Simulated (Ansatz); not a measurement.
Two states of BaTiCl$_{3}$

```
CELL_PARAMETERS angstrom
3.47623 6.02100 0.00000
-3.47623 6.02100 0.00000
0.00000 0.00000 5.85263
ATOMIC_POSITIONS crystal
Cl 0.29640 0.85180 0.50000
Cl 0.85180 0.85180 0.50000
Cl 0.85180 0.29640 0.50000
Ti 0.00000 0.00000 0.25594
Ti 0.00000 0.00000 0.74406
Ba 0.33330 0.33340 0.50000
Ba 0.66670 0.66660 0.00000
Cl 0.70360 0.14820 0.00000
Cl 0.14820 0.14820 0.00000
Cl 0.14820 0.70360 0.00000
```

Method: r2SCAN; PAW, plane waves to 500 eV, 4×4×4 Γ-centred mesh, fermi-dirac occupations (width 0.1 eV) (Ansatz 0.2.0), atoms fixed.

State A: Ti4 down, Ti5 up (collinear spin). State B: Ti4 up, Ti5 up (collinear spin).

Compare the two self-consistent states.

State A is lower by 9.3 meV an atom at zero smearing. So small a gap isn't resolved on this mesh where a state is a metal.

```csv
state,free energy (meV/atom),largest moment in a small sphere (μB),net moment (μB/cell),gap on mesh (eV),pressure (GPa),largest force (eV/Å)
A,0.0,1.30,0.00,metal,8.6,3.85
B,9.2,1.15,4.07,metal,8.3,3.70
```

Origin: a known structure type with other elements, at an estimated volume, so it need not be a known compound. Caveats: atoms or cell far from equilibrium.
